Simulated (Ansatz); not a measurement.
Be2C (fluorite or antifluorite type), relaxed and computed with several functionals in Ansatz (plane waves, PAW).

| functional | a (Å) | gap (eV) | B₀ by P(V) fit (GPa) |
|---|---|---|---|
| LDA | 4.268 | 1.21 | 217 |
| HSE06 | 4.305 | 1.92 | 213 |
| PBE | … | … | … |

Q: Some entries are withheld; supply them.

A: 
- PBE, a (Å): 4.328
- PBE, gap (eV): 1.17
- PBE, B₀ by P(V) fit (GPa): 202

All cells were relaxed under the symmetry of their starts (and spin orders); stability against distortions was not tested throughout.

Potentials: the earlier of the program's two PAW sets. The files were generated under PBE; for other functionals the program regenerates the frozen cores, and for LDA and PBEsol the local potential too.

Ansatz (an electronic-structure program) is a plane-wave DFT program.
